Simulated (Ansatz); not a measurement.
Relaxed-ion elastic tensor of PbSe in space group P-6m2 (No. 187; Pb on 1a, Se on 1f) in GPa (Voigt order), DFT-LDA in the program Ansatz with PAW potentials; density 8.58 g/cm³, 27.68 Å³ per atom.

```tsv
	1	2	3	4	5	6
1	56.7	42.6	41.6	0.0	0.0	0.0
2	42.6	56.7	41.6	0.0	0.0	0.0
3	41.6	41.6	128	0.0	0.0	0.0
4	0.0	0.0	0.0	22.9	0.0	0.0
5	0.0	0.0	0.0	0.0	22.9	0.0
6	0.0	0.0	0.0	0.0	0.0	7.0
```

**Question.** Is the crystal mechanically stable?

**Answer.** Yes: the smallest eigenvalue of C is 7.0 GPa.

**Question.** Work out the Voigt, Reuss and Hill averages.

**Answer.** K_V = 54.7, K_R = 49.0, K_H = 51.9; G_V = 18.2, G_R = 12.3, G_H = 15.2 GPa.

**Question.** Give Young's modulus, Poisson's ratio, Pugh's ratio and the universal anisotropy index.

**Answer.** E = 9KG/(3K + G) = 41.7 GPa; ν = 0.37; K/G = 3.40 (ductile by the Pugh limit of 1.75); A_U = 5G_V/G_R + K_V/K_R − 6 = 2.54.

**Question.** Estimate the sound speeds and the Debye temperature.

**Answer.** v_l = √((K + 4G/3)/ρ) = 2900 m/s, v_t = √(G/ρ) = 1330 m/s, mean 1500 m/s; Θ = (h/k)(3n/4πV)^(1/3) v_m = 148 K.

**Question.** Solve the Christoffel equation for the three sound speeds along x, y, z.

**Answer.** Eigenvalues of C_ijkl n_j n_l equal ρv². In km/s, slowest first: x 0.91, 1.63, 2.57; y 0.91, 1.63, 2.57; z 1.63, 1.63, 3.85.

**Question.** How much does each axis shrink under pressure?

**Answer.** Linear compressibilities β_i = Σ_j S_ij (j = 1 to 3): x 9.3, y 9.3, z 1.7 per TPa.

A made-up cell: these elements were put on the sites of a structure type; neither database checked (COD, Materials Project) lists it. It is not the phase usual at ambient conditions (space group No. 225). Symmetry was held in the LDA relaxation; of distortions, only those at the zone centre were tested, and some modes there are weakly imaginary. As this level gives no gap, shear constants depend on the k-mesh and smearing (Fermi–Dirac, 0.1 eV here). Scalar-relativistic: spin–orbit coupling is off unless named, which matters more the heavier the elements.

Potentials: the later of the program's two PAW sets.
